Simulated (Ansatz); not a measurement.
**Relaxing a structure of Cu**

The start is a generated cell, Cu built in the dhcp structure type. The structure is fully relaxed (lattice and positions, P = 0) with PBEsol (plane waves to 420 eV, PAW, scalar-relativistic; Ansatz, a first-principles code). The first steps use a coarse 14×14×4 k-mesh.

Input geometry:
```
CELL_PARAMETERS angstrom
      2.56541     0.00000     0.00000
     -1.28271     2.22171     0.00000
      0.00000     0.00000     8.25423
ATOMIC_POSITIONS crystal
  Cu 0.00000 0.00000 0.00000
  Cu 0.00000 0.00000 0.50000
  Cu 0.33333 0.66667 0.25000
  Cu 0.66667 0.33333 0.75000
```

**Question.** What pressure does the first self-consistent step give?

**Answer.** -5.7 GPa (negative: the cell is under tension).

**Question.** By how much does the energy per atom fall from start to end?

**Answer.** 0.01 eV/atom.

**Question.** How do the shortest distances between atoms change?

**Answer.** The closest pairs of elements (up to four, under 3.6 Å), start → end: Cu–Cu 2.54 → 2.52 Å.

**Question.** Is the relaxed structure metallic? Give its gap.

**Answer.** Zero (metallic).

**Question.** Write out the relaxed structure.

**Answer.** 
Space group P6₃/mmc (No. 194); a = b = 2.5150 Å, c = 8.2626 Å, α = β = 90.00°, γ = 120.00°

| atom | site | symmetry | x | y | z |
|---|---|---|---|---|---|
| Cu | 2a | -3m. | 0.0000 | 0.0000 | 0.0000 |
| Cu | 2c | -6m2 | 0.3333 | 0.6667 | 0.2500 |

The space group stays P6₃/mmc (No. 194) (the run could not lower it); the end is AFLOW prototype A_hP4_194_ac (A3', as in La), with 4 atoms in the primitive cell. Final values are on a 21×21×6 k-mesh of the relaxed cell. No spin polarisation in the result.

The run could not lose the symmetry of its start, so the end can be a saddle point.

All atoms sit on sites fixed by symmetry, so only the cell could relax.

The relaxed structure here is a generated cell of Cu: the first start was made by placing the elements on the sites of a structure type, and the end was not matched to a known phase here, so it may be hypothetical. Known forms of Cu include space group No. 225.
